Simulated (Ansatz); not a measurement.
NbAlB:
```
CELL_PARAMETERS angstrom
      1.66898    -7.31697     0.00000
      1.66898     7.31697     0.00000
      0.00000     0.00000     3.10238
ATOMIC_POSITIONS crystal
  Al 0.70086 0.29914 0.25000
  Al 0.29914 0.70086 0.75000
  B  0.46972 0.53028 0.75000
  B  0.53028 0.46972 0.25000
  Nb 0.08860 0.91140 0.75000
  Nb 0.91140 0.08860 0.25000
```

Relaxed with r²SCAN.

Map the electron localisation function on the plane through (0.701, 0.299, 0.250) spanned by u = [0, 0, 1] and v = [1, -1, 0] in lattice vectors, from the program Ansatz at the r²SCAN level (PAW).

x is the fraction of u, y of v (the angle between them is 90°; rows are the nearest grid lines); atoms in the plane: Al at (0.00, 0.00), Al at (0.50, 0.60), B at (0.50, 0.77), B at (0.00, 0.83), Nb at (0.50, 0.39), Nb at (0.00, 0.21).
```
|@= .=*#####*=. =@|
|--+*##%%%%%##*+--|
|###***********###|
|#%%%#*+===+*#%%%#|
|  -%@@%###%@@%-  |
|##%@@%-   -%@@%##|
|**#%%#=. .=#%%#**|
|===+*#%%%%%#*+===|
|#####*+===+*#####|
|###*=. -%- .=*###|
|++++=:     :=++++|
|==+*#%@@@@@%#*+==|
|##*+=-------=+*##|
|*+-:=#@@@@@#=:-+*|
|=-:=%@%=:=%@%=:-=|
|=-::=#@@@@@#=::-=|
|:::::::::::::::::|
|@@@#-::-=-::-#@@@|
|-+@@#-:-=-:-#@@+-|
|@@@%+:-+*+-:+%@@@|
|::--=+*###*+=--::|
|@@@%#*+===+*#%@@@|
|*****+==-==+*****|
|@= .=*#####*=. =@|
```
Scale: ten equal steps from -0.013 (start of ' ') to 0.767 (end of '@'), in the order ' .:-=+*#%@'; x runs from 0.000 to 1.00, y from 0.000 (bottom) to 1.00 (top).

The density is the valence pseudo-density with augmentation charge, so density and ELF within about 1 Å of a nucleus are not all-electron values.

Space group Cmcm. The start of the workflow was typed in or built on a structure type; neither database checked (COD, Materials Project) lists it. Its standing as an ambient phase is unchecked. The r²SCAN relaxation kept the symmetry of its start; its stability against distortions is not shown here. The run is not spin-polarised.

Potentials: the earlier of the program's two PAW sets. The files were generated under PBE; for other functionals the program regenerates the frozen cores, and for LDA and PBEsol the local potential too.
